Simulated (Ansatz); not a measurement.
**LaPb3 in Ansatz, single run**

The input file (Ansatz 0.2.0, plane waves):

```yaml
crystal:
  lattice:
    - [5.01750549, 0.0, 0.0]
    - [0.0, 5.01750549, 0.0]
    - [0.0, 0.0, 5.01750549]
  atoms:
    - { symbol: La, position: [0.0, 0.0, 0.0] }
    - { symbol: Pb, position: [0.0, 0.5, 0.5] }
    - { symbol: Pb, position: [0.5, 0.0, 0.5] }
    - { symbol: Pb, position: [0.5, 0.5, 0.0] }
  symmetry: { tolerance: 0.0003 }
kpoints:
  mp_grid: { grid: [4, 4, 4], shift: [0.5, 0.5, 0.5] }
magnetization:
  spin_polarized: false
scf:
  occupations: { method: fermi_dirac }
hamiltonian:
  pseudopotentials: { kind: paw }
  xc: r2scan
basis:
  ecutwfc: "40.4 Ry"
output:
  forces: true
  stress: true
  eigenvalues: true
```

Launch command:

```bash
ansatz run input.yaml --threads 1 --pin off --max-ram 2560MiB --backend cpu --events-out ev --progress --plain --runs-dir out
```

Origin of the cell: a database entry, scaled a little.

The smearing width isn't typed, so it takes its default of 0.1 eV.

Output (shortened):

```
SCF iter   1: F=—  HF=-42029.516144 eV  Δρ=9.55e-3  dr2=2.52e-1  dr2_τ=1.08e-2
SCF iter   2: F=—  HF=-42029.517094 eV  Δρ=2.88e-3  dr2=1.90e-2  dr2_τ=1.91e-3
SCF iter   3: F=—  HF=-42029.516819 eV  Δρ=8.45e-4  dr2=7.28e-4  dr2_τ=5.08e-5
SCF iter   4: F=—  HF=-42029.517439 eV  Δρ=3.43e-4  dr2=3.57e-4  dr2_τ=3.84e-6
SCF iter   5: F=—  HF=-42029.517423 eV  Δρ=1.28e-4  dr2=4.53e-5  dr2_τ=3.24e-7
SCF iter   6: F=—  HF=-42029.517437 eV  Δρ=4.91e-5  dr2=8.29e-6  dr2_τ=8.61e-8
SCF iter   7: F=—  HF=-42029.517436 eV  Δρ=1.78e-5  dr2=9.81e-7  dr2_τ=3.04e-9
SCF iter   8: F=-42029.517436 eV  HF=-42029.517436 eV  Δρ=5.48e-6  dr2=8.26e-8  dr2_τ=3.34e-10
SCF 1 converged in 8 iterations: F = -42029.517436 eV  dr2 = 8.26e-8
SCF converged after 8 iterations
Free energy (F): -42029.517436 eV
Harris-Foulkes:  -42029.517436 eV  (|F-HF|=5.61e-8)
Internal energy: -42029.444254 eV  (E = F + TS)
E sigma→0 (E₀):  -42029.480845 eV
Entropy (-TS):   -0.073182 eV (-18.296 meV/atom)
Fermi energy:    11.152389 eV
--- Per-component energies (eV) ---
  E_band       = -176.954218
  E_kinetic    = 1057.984752
  E_local      = -3465.556141  (includes V_loc(G=0)·N_el)
  E_nonlocal   = 1145.546385
  E_hartree    = 1370.688195
  E_xc         = -753.934838
  E_vxc        = -592.859920  (∫ρ·V_xc dr)
  E_paw        = -36745.191893  (= ΣΔE_a)
  E_vpaw       = -1103.885118  (= ΣTr[D̂ρ^β])
  E_aug_tail   = 0.000020  (compensation charges beyond the density's cutoff)
  E_vtau       = 40.436944  (kinetic-family band-sum trace: ∫τ·v_τ [+ j·A + Jᵃ·Aᵃ] dr)
  E_ewald      = -4641.945753
  E_core_change = 2.965020  (= ΣΔE_core)
  E_smearing   = -0.073182  (= −TS)
  Σ components = -42029.517436   (vs F -42029.517436, Δ=0.00e0)
--- Forces (eV/Å), atoms counted from 1 ---
  atom   1  La    -0.000000     0.000000     0.000000
  atom   2  Pb     0.000000     0.000000    -0.000000
  atom   3  Pb    -0.000000    -0.000000     0.000000
  atom   4  Pb    -0.000000     0.000000    -0.000000
  max |Σ_I F_I| component: 0.0 eV/Å
--- Stress (GPa, compression-positive) ---
       -2.134338       0.000000       0.000000
       -0.000000      -2.134338       0.000000
        0.000000       0.000000      -2.134338
  P = ⅓ Tr σ = -2.1343 GPa (-21.343 kbar)
```

Caveats: no moments, though an odd count or open d shells may carry them; no spin-orbit coupling, though heavy elements are present; the k mesh is coarse if the cell is a metal.

It ran for 10 s on 1 thread of Arm Neoverse N1, with other jobs on the host, peak memory 0.65 GiB, from the program's own first density.
